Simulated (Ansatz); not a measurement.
TaC in space group P-6m2 (No. 187; Ta on 1a, C on 1d) at seven volumes, DFT-PBEsol in the program Ansatz with PAW potentials, shape and atoms relaxed at each. One row is withheld.

```json
[
 {"V (Å³/atom)": "10.292", "P (GPa)": "35.02"},
 {"V (Å³/atom)": "10.631", "P (GPa)": "21.51"},
 {"V (Å³/atom)": "10.970", "P (GPa)": "?"},
 {"V (Å³/atom)": "11.310", "P (GPa)": "0.00"},
 {"V (Å³/atom)": "11.649", "P (GPa)": "-8.53"},
 {"V (Å³/atom)": "11.988", "P (GPa)": "-15.86"},
 {"V (Å³/atom)": "12.327", "P (GPa)": "-22.18"}
]
```

Task: Fit the shown pressures and predict the withheld one.

Result: Third-order Birch–Murnaghan: P = (3/2)B₀(x^(7/2) − x^(5/2))[1 + (3/4)(B′ − 4)(x − 1)] with x = (V₀/V)^(2/3). Least squares on the six rows gives V₀ = 11.310 Å³/atom, B₀ = 306.6 GPa, B′ = 4.06. At V = 10.970, x = 1.0206 and P = 9.96 GPa. The run itself gave 9.93 GPa.

The start of the workflow was typed in or built on a structure type; the Crystallography Open Database copy checked does not list it. It is not the phase usual at ambient conditions (space group No. 225). The PBEsol relaxation kept the symmetry of its start; its stability against distortions is not shown here. No spin polarisation was allowed. Scalar-relativistic: spin–orbit coupling is off unless named, which matters more the heavier the elements.

Potentials: the later of the program's two PAW sets.
